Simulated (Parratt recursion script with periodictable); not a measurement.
# How the EUV peak of a Si/Mo multilayer on Si grows with the number of periods

| layer, from the top | thickness (Å) | density (g/cm³) | rms roughness of its top face (Å) | δ at 13.5 nm | β at 13.5 nm |
|---|---|---|---|---|---|
| Si (in each period) | 41.5 | 2.313 | 3 | 9.927 × 10⁻⁴ | 0.001813 |
| Mo (in each period) | 27.6 | 10.026 | 3 | 0.07476 | 0.006314 |
| Si (substrate) | – | 2.313 | 3 | 9.927 × 10⁻⁴ | 0.001813 |

The refractive index is n = 1 − δ + iβ; the runs take δ and β at each wavelength of the scan. Vacuum lies above.

Densities are inputs, not measurements. They were set from computed cells of the Materials Project: Si from entry mp-149 (Fd-3m, 2.313 g/cm³); Mo from entry mp-129 (Im-3m, 10.026 g/cm³). A layer's crystal structure does not enter its constants, only its composition and density.

Method: EUV and soft X-ray reflectivity, Parratt recursion, Névot-Croce roughness, Henke tables (Parratt recursion script with periodictable 1.7.1).

Light falls at α = 5° from the surface normal. R is the mean of s and p polarisation. The wavelength is scanned from 12.42 to 14.58 nm in 161 evenly spaced points, without smoothing. The peak is the highest scan point; its wavelength and height come from a parabola through R at that point and its two neighbours.

The runs differ in the number of periods N alone.

| N | peak λ (nm) | peak R (%) |
|---|---|---|
| 15 | 13.415 | 45.9 |
| 20 | 13.419 | 57.6 |
| 25 | 13.426 | ? |
| 60 | 13.454 | 72.7 |

### Question
Estimate the peak reflectivity for N = 25, trying the form R = R∞ tanh²(aN + b).

### Answer
Take R∞ from the largest stack, 72.7 % at N = 60. For the shown rows under 97 % of it, y = artanh[(R/R∞)^½] is 1.084 at N = 15, 1.422 at N = 20. The line through them has a = 0.0676 and b = 0.070. This form gives tanh²y = 0.999 at N = 60, in keeping with the choice of R∞. At N = 25, y = 1.760 and R = 72.7 × tanh²y = 64.6 %.

The run gave 64.5 %, so the form misses by 0.1 points.
